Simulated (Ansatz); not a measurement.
Consider a crystal of CaOsC2 in space group P6_3mc (No. 186), with Ca on 2b; Os on 2a; C on 2a and 2b. Recipe of this trial structure of CaOsC2: close-packed anion layers stacked ABAC, with sites between them filled layer by layer (elements of the layers in order: C C C C).

The calculation used DFT PBE, scalar-relativistic, plane waves, PAW (Ansatz). Cutoff 420 eV, Γ-centred mesh, Gaussian smearing, no spin polarisation.

Energies over the elements count from the elements' standard structures at the same level, with no fitted energy shifts.

**Question.** Predict the relaxed structure.

**Answer.**

Space group P6_3mc (No. 186). a = 3.415 Å, b = 3.415 Å, c = 12.404 Å, α = 90.00°, β = 90.00°, γ = 120.00°
```tsv
atom	site	symmetry	x	y	z
Ca	2b	3m.	0.3333	0.6667	0.3973
Os	2a	3m.	0.0000	0.0000	0.1538
C	2a	3m.	0.0000	0.0000	0.0086
C	2b	3m.	0.3333	0.6667	0.1923
```

Ca has 4 C at 2.41–2.54 Å; around Os lie 1 C at 1.80 Å and 3 C at 2.03 Å; around C on its first site lie 1 Os at 1.80 Å and 3 Ca at 2.41 Å; C on its second site is surrounded by 3 Os at 2.03 Å and 1 Ca at 2.54 Å. Another local minimum with the same sites may exist.

**Question.** Where does its energy lie, and is it a metal?

**Answer.** The formation energy is +0.70 eV/atom. The gap on the 12×12×4 mesh of the 8-atom cell is 0 eV (a metal). It can't be a ground state, since the elements alone are lower.

The last run used Gaussian smearing of 0.10 eV. Spin–orbit coupling, which can matter for Os, is left out. The reference form of C is held partly by dispersion forces, which this level lacks. A later test with randomly moved atoms led to a structure 140 meV/atom lower, so this end is a saddle point or a shallow minimum.
